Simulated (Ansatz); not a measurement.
In plane-wave PAW r²SCAN (Ansatz code), MgO in the tetragonal phase (P4_2/mnm; Mg on 4g, O on 4f) relaxes to a = 5.498 Å, c = 3.267 Å. Its formation energy from the elements is -2.81 eV/atom, with no fitted shifts.

The Kohn–Sham gap is 4.16 eV (smallest direct gap 4.17 eV). The valence maximum lies on the M–Γ line, 84 % of the way from M and the conduction minimum at Γ. The screened hybrid HSE06 puts the gap at 5.12 eV. The electron mass is 0.38 mₑ (isotropic). The hole mass is 0.89, 3.1, 7.9 mₑ (principal values).

An equation-of-state fit gives a bulk modulus of 111 GPa. The relaxed-ion elastic constants in GPa are C11 = 132, C12 = 100, C13 = 99.1, C33 = 219, C44 = 48.6, C66 = 72.2. The elastic constants imply a Debye temperature near 560 K. Bader charges are Mg +1.73, O -1.73 e.

The start of the workflow was typed in or built on a structure type; neither database checked (COD, Materials Project) lists it. It is not the phase usual at ambient conditions (space group No. 225). The cell was relaxed with r²SCAN under the symmetry of its start; its stability against distortions is not shown here. The references are the lowest solids computed at this level, not always the standard phases (solids in place of the gases).

Potentials: the later of the program's two PAW sets.
